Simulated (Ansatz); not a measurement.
A relaxed cell of HfSn₃S₈ is given with its symmetry left out. The cell was found from a structure generator's guess, not taken from experiment.

All numbers below come from Ansatz, DFT PBE, scalar-relativistic, plane waves, PAW. Cutoff 420 eV, Γ-centred mesh, Gaussian smearing, no spin polarisation.

```
Hf Sn S
1.0
     3.68970    0.00000    0.00000
    -1.84485    3.19537    0.00000
     0.00000    0.00000   27.27387
Hf Sn S
1 3 8
Cartesian
  0.0000 0.0000 13.6369
  0.0000 0.0000 0.0000
  0.0000 0.0000 6.8619
  0.0000 0.0000 20.4120
  0.0000 2.1302 1.4825
  0.0000 2.1302 8.3444
  0.0000 2.1302 15.0661
  0.0000 2.1302 21.8945
  1.8449 1.0651 5.3794
  1.8449 1.0651 12.2078
  1.8449 1.0651 18.9295
  1.8449 1.0651 25.7914
```

Formation energies are uncorrected and refer to the elements' standard structures at the same level. The references include grey tin.

(1) What space group does it have?

(2) What is its formation energy per atom?

(3) Is it a metal?

Results:

(1) P-3m1 (No. 164), with Hf and Sn ordered on cadmium iodide sites. Conventional cell: a = 3.690 Å, c = 27.274 Å. Hf is surrounded by 6 S at 2.57 Å; Sn on a site of symmetry -3m is surrounded by 6 S at 2.60 Å; Sn on a site of symmetry 3m has 6 S at 2.60 Å; around S on its first site lie 3 Sn at 2.60 Å; 3 more sites not described.

(2) −0.682 eV/atom. It lies below the elements, which doesn't yet make it stable against other compounds or structures.

(3) No, the gap on the 12×12×1 mesh is 1.21 eV.

The last run used a 12×12×1 mesh (in the run's order of axes) for its 12-atom cell and Gaussian smearing of 0.02 eV. Weakly bound directions are ill-defined at this level, which has no dispersion term. Spin–orbit coupling, which can matter for Hf, is left out. Kohn–Sham gaps at this level usually fall short of measured ones. The reference form of S is held partly by dispersion forces, which this level lacks. Symmetry constrained the relaxation, so the result can be a saddle point.
